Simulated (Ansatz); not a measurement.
Li6PS5Cl:
```cif
data_Cl4Li24P4S20
_chemical_formula_sum 'Cl4 P4 S20 Li24'
_space_group_name_H-M_alt 'F-43m'
_space_group_IT_number 216
_space_group_name_Hall 'F -4 2 3'
_cell_length_a 10.21220
_cell_length_b 10.21220
_cell_length_c 10.21220
_cell_angle_alpha 90.000
_cell_angle_beta 90.000
_cell_angle_gamma 90.000
loop_
_atom_site_label
_atom_site_type_symbol
_atom_site_symmetry_multiplicity
_atom_site_Wyckoff_symbol
_atom_site_fract_x
_atom_site_fract_y
_atom_site_fract_z
_atom_site_occupancy
Cl1 Cl 4 a 0.00000 0.00000 0.00000 1
P1 P 4 b 0.50000 0.50000 0.50000 1
S1 S 4 c 0.25000 0.25000 0.25000 1
S2 S 16 e 0.61569 0.61569 0.61569 1
Li1 Li 24 g 0.02325 0.25000 0.25000 1
```
(The calculation used a cell of 13 atoms; values per cell refer to that cell.)

Relaxed with r²SCAN.

Q: Tabulate the valence density and the electron localisation function along the shortest P–S contact (2.05 Å), r²SCAN (plane waves, PAW; program Ansatz).

A: 

```tsv
distance from P (Å)	density (e/Å³)	ELF
0.20	0.12	-0.01
0.31	0.27	0.02
0.41	0.48	0.25
0.51	0.70	0.61
0.61	0.88	0.83
0.72	0.98	0.89
0.82	1.01	0.90
0.92	1.02	0.90
1.02	1.04	0.88
1.13	1.09	0.86
1.23	1.16	0.84
1.33	1.22	0.79
1.43	1.21	0.69
1.53	1.10	0.49
1.64	0.86	0.25
1.74	0.55	0.07
1.84	0.24	0.01
```

The density is the valence pseudo-density with augmentation charge, so density and ELF within about 1 Å of a nucleus are not all-electron values.

The start of the workflow was typed in or built on a structure type; the Crystallography Open Database copy checked does not list it. Its standing as an ambient phase is unchecked. The r²SCAN relaxation kept the symmetry of its start; its stability against distortions is not shown here.

Potentials: the later of the program's two PAW sets.
